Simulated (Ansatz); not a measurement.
Data:

Zr₃N₄:
```
CELL_PARAMETERS angstrom
     -3.32852     3.32852     3.32852
      3.32852    -3.32852     3.32852
      3.32852     3.32852    -3.32852
ATOMIC_POSITIONS crystal
  N  0.14350 0.14350 0.14350
  N  0.85650 0.50000 0.00000
  N  0.50000 0.00000 0.35650
  N  0.00000 0.85650 0.50000
  N  0.35650 0.50000 0.00000
  N  0.64350 0.64350 0.64350
  N  0.00000 0.35650 0.50000
  N  0.50000 0.00000 0.85650
  Zr 0.25000 0.62500 0.37500
  Zr 0.37500 0.25000 0.62500
  Zr 0.75000 0.87500 0.12500
  Zr 0.12500 0.75000 0.87500
  Zr 0.62500 0.37500 0.25000
  Zr 0.87500 0.12500 0.75000
```

This is the LDA-relaxed structure. Tensor components refer to the Cartesian frame of this cell.

Q: All from plane-wave PAW LDA (Ansatz code), unless another level is named. Predict the highest zone-centre frequency (without LO–TO term).

A: 663 cm⁻¹.

Q: Next, the zero-point energy?

A: 71.8 meV/atom.

Q: What about the piezoelectric stress constants (proper, relaxed ions, C/m²)?

A: e14 = e25 = e36 = -1.12.

Q: Next, the vibrational entropy at 300 K?

A: 16.3 J/(K·mol of atoms).

Q: Give the Debye temperature from the elastic constants.

A: 686 K.

Space group I-43d. The cell was relaxed with LDA under the symmetry of its start. The run is not spin-polarised. Signs of piezoelectric constants follow the polarity of the cell as given.

Potentials: the later of the program's two PAW sets.
